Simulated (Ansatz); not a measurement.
## Elastic constants of CaPb (P4/mmm), step by step

```xyz
2
Lattice="3.5333 0.0000 0.0000 0.0000 3.5333 0.0000 0.0000 0.0000 4.5789" Properties=species:S:1:pos:R:3 pbc="T T T"
Ca    0.0000    0.0000    0.0000
Pb    1.7666    1.7666    2.2894
```

Level of theory, where no other is named: PBEsol, all-electron LAPW in Ansatz 0.2.0, scalar-relativistic. k mesh 12×12×10, Fermi-Dirac smearing of 0.100 eV, basis error target 1 meV/atom. The cell was relaxed by PAW under this functional. The structure is one entry of a database and needn't be the stable phase.

The cell is tetragonal and carries a residual pressure of 0.00 GPa at this level. Each strain component that symmetry leaves independent is applied at ±0.008 and ±0.016, the ions relax wherever a strain frees them, and the stress (tension positive, GPa) is read. Shears are engineering strains, γ = 2ε.

```csv
strain,size,σxx,σyy,σzz,σyz,σxz,σxy
xx,-0.016,-1.3339,-0.1284,-0.4071,0.0000,0.0000,0.0000
xx,-0.008,-0.6312,-0.0564,-0.2210,0.0000,0.0000,0.0000
xx,+0.008,0.6090,0.0881,0.1729,0.0000,0.0000,0.0000
xx,+0.016,1.1529,0.1594,0.3801,0.0000,0.0000,0.0000
zz,-0.016,-0.4137,-0.4137,-1.3463,0.0000,0.0000,0.0000
zz,-0.008,-0.1897,-0.1897,-0.6791,0.0000,0.0000,0.0000
zz,+0.008,0.2038,0.2038,0.6060,0.0000,0.0000,0.0000
zz,+0.016,0.3752,0.3752,1.2215,0.0000,0.0000,0.0000
yz,-0.016,0.0039,0.0015,-0.0447,-0.3419,0.0000,0.0000
yz,-0.008,0.0128,0.0122,-0.0320,-0.1708,0.0000,0.0000
yz,+0.008,0.0128,0.0122,-0.0320,0.1708,0.0000,0.0000
yz,+0.016,0.0039,0.0015,-0.0447,0.3419,0.0000,0.0000
xy,-0.016,0.0104,0.0104,-0.0422,0.0000,0.0000,-0.2609
xy,-0.008,0.0144,0.0144,-0.0314,0.0000,0.0000,-0.1305
xy,+0.008,0.0144,0.0144,-0.0314,0.0000,0.0000,0.1305
xy,+0.016,0.0104,0.0104,-0.0422,0.0000,0.0000,0.2609
```

The slope is [8(σ(+δ) − σ(−δ)) − (σ(+2δ) − σ(−2δ))]/(12δ), and the program imposes the crystal's symmetry on the matrix.

Problem. What are the independent elastic constants?

Solution. C11 = 77.4, C12 = 9.0, C13 = 24.6, C33 = 80.3, C44 = 21.3, C66 = 16.3 GPa.

Problem. Is the crystal stable against homogeneous strain?

Solution. The least eigenvalue of the 6×6 matrix is 16.3 GPa, so yes.

Problem. What moduli does a random aggregate of grains have?

Solution. Voigt and Reuss bounds: B from 38.6 to 39.1 and G from 22.2 to 23.6 GPa; their means are B = 38.8 and G = 22.9 GPa. Then E = 9BG/(3B + G) = 57.4 GPa, ν = (3B − 2G)/(6B + 2G) = 0.253 and B/G = 1.70, on the brittle side of Pugh's 1.75 (a rule of thumb).

Problem. With the density of 7.183 g/cm³, how fast does sound travel, and what Debye temperature follows?

Solution. 

```json
{"direction": "x", "slow (m/s)": "1507", "middle (m/s)": "1724", "fast (m/s)": "3283"}
{"direction": "y", "slow (m/s)": "1507", "middle (m/s)": "1724", "fast (m/s)": "3283"}
{"direction": "z", "slow (m/s)": "1724", "middle (m/s)": "1724", "fast (m/s)": "3344"}
```

The mean of v⁻³ over directions and branches gives v_m = 1971 m/s and θ_D = (ħ/k_B) v_m (6π²n)^(1/3) = 192 K, n being atoms per volume. Young's modulus spans 45 to 70 GPa over directions, and the universal anisotropy index is 0.33.

Problem. How far do the constants move if PAW replaces LAPW in the same cell?

Solution. 

| constant | LAPW (GPa) | PAW (GPa) | difference |
| --- | --- | --- | --- |
| C11 | 77.4 | 77.4 | 0.0 |
| C12 | 9.0 | 9.1 | 0.1 |
| C13 | 24.6 | 24.6 | 0.0 |
| C33 | 80.3 | 80.3 | 0.0 |
| C44 | 21.3 | 21.3 | 0.0 |
| C66 | 16.3 | 16.3 | 0.0 |

Problem. How far do the constants move if all-electron PAW (datasets made for the crystal) replaces LAPW in the same cell?

Solution. 

| constant | LAPW (GPa) | all-electron PAW (datasets made for the crystal) (GPa) | difference |
| --- | --- | --- | --- |
| C11 | 77.4 | 77.4 | 0.0 |
| C12 | 9.0 | 9.1 | 0.1 |
| C13 | 24.6 | 24.6 | 0.0 |
| C33 | 80.3 | 80.3 | 0.0 |
| C44 | 21.3 | 21.3 | 0.0 |
| C66 | 16.3 | 16.3 | 0.0 |

Problem. How do the constants change if the ions are clamped to the homogeneous strain?

Solution. None moves by more than 0.3 GPa: by symmetry a homogeneous strain puts no force on these sites.

Keep in mind: responses of metals move with mesh and smearing; no spin-orbit coupling on heavy atoms; the frozen-core PAW files of the compared runs were fitted under PBE, their cores solved anew for this functional.
